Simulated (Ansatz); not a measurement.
Input deck for Ansatz 0.2.0, then the block of the output on the nuclei.

The cell is a COD entry, relaxed with PBE at fixed cell and then changed (z stretched by 1 %, ions relaxed).

```yaml
crystal:
  lattice:
    - [0.0, 3.2235, 3.255735]
    - [3.2235, 0.0, 3.255735]
    - [3.2235, 3.2235, 0.0]
  atoms:
    - { symbol: Hg, position: [0.0, 0.0, 0.0] }
    - { symbol: Te, position: [0.25, 0.25, 0.25] }
kpoints:
  mp_grid: { grid: [13, 13, 13] }
scf:
  occupations: { method: fermi_dirac, width: 0.05 }
hamiltonian:
  xc: pbe
  pseudopotentials: { kind: paw }
output:
  forces: true
  stress: true
  populations: true
  efg: { quadrupole_moments_barn: { Hg: 0.387 }, contact_densities: true }
relax:
  f_tol: 0.02
  max_steps: 60
```

```sh
ansatz run input.yaml --threads 1 --pin off --max-ram 3072MiB --backend cpu --events-out ev --progress --plain --runs-dir out
```

The run relaxes the ions first, and the block belongs to the relaxed positions.

Of the output, the block on the nuclei alone is shown; the set-up, the SCF iterations, energies, forces and stress are cut. One atom of each set with nearly equal values is shown.

```
--- PAW observables at the nuclei: V_zz in 10²¹ V/m², potentials from the cell's mean, atoms counted from 1 ---
  atom   1  Hg V_zz =    -0.556630   η = 0.0000   by run symmetry: allowed   C_q = -5.2087 MHz
            electrostatic potential = -16788.618199 V   contact ρ = 14129285.549484 e/Å³
  atom   2  Te V_zz =    +0.563682   η = 0.0000   by run symmetry: allowed
            electrostatic potential = -8647.717801 V   contact ρ = 1468732.031220 e/Å³
```

The relaxation (1 step) took 20 s of wall time (20 s of CPU time) and 0.66 GiB at its peak, on 1 thread of AMD EPYC 9R14 (Zen 4) (x86_64; 16 cores open to the job, memory cap 3.0 GiB, no GPU), a shared host with a load of 0.5 a core.

The run finds no gap above 0.1 eV (a metal, or nearly one), so the gradients can move by 10 % or more with the k-mesh. Spin–orbit coupling is left out, which shifts gradients on Hg by a few per cent in wide-gap crystals, and can shift them far more where the calculated gap is small or absent, as here. Semilocal functionals make gaps too small and can close them, so the real compound need not be a metal.
